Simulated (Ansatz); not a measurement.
A geometry of AlNi away from equilibrium: the start of the relaxation of a relaxed AlNi cell, doubled along one cell vector, shaken by Gaussian noise of σ = 0.08 Å a coordinate. Calculation: r2SCAN (plane waves to 500 eV, PAW, scalar-relativistic; Ansatz, an electronic-structure program). Γ-centred k-mesh 10×5×12 on the run's cell (coarser than for final values), Fermi–Dirac smearing 0.05 eV.

```xyz
4
Lattice="3.3074 0.0000 0.0000 0.0000 6.6148 0.0000 0.0000 0.0000 2.6570" Properties=species:S:1:pos:R:3 pbc="T T T"
Al    -0.0814    -0.0132     0.0499
Al    -0.0141     3.4010    -0.0020
Ni     1.6048     1.5606     0.0471
Ni     1.6757     4.9342     0.0667
```

**Question.** Give the Cartesian forces on all atoms (eV/Å).

**Answer.** 
```tsv
atom	Fx	Fy	Fz
Al1	0.58	-0.14	-0.05
Al2	0.10	-1.17	-0.25
Ni3	-0.17	0.78	0.07
Ni4	-0.51	0.53	0.23
```

**Question.** What is the pressure?

**Answer.** +1.1 GPa, compression positive.

**Question.** How much energy per atom can still be gained by relaxing?

**Answer.** 1.00 eV/atom; the path ends in Pm-3m (No. 221) (CsCl type).

No spin polarisation in the result. A magnetic state may lie lower.

Of the parent cell (P4/mmm (No. 123)): it is a generated cell of AlNi: the first start was made by a random draw of sites in a space group, and the end was not matched to a known phase here, so it may be hypothetical. Known forms of AlNi include space group No. 221.
